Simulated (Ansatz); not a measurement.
In plane-wave PAW PBE+D3(BJ) (Ansatz code), Cl in the molecular I2 type structure (Cmce) relaxes to a = 6.590 Å, b = 4.072 Å, c = 8.091 Å.

It is gapped at this level: 2.19 eV (direct). The valence maximum lies at Γ and the conduction minimum at Γ.

Symmetry was held in the PBE+D3(BJ) relaxation. The substance is a gas or liquid at ambient conditions; this is its low-temperature solid.

Potentials: the earlier of the program's two PAW sets.
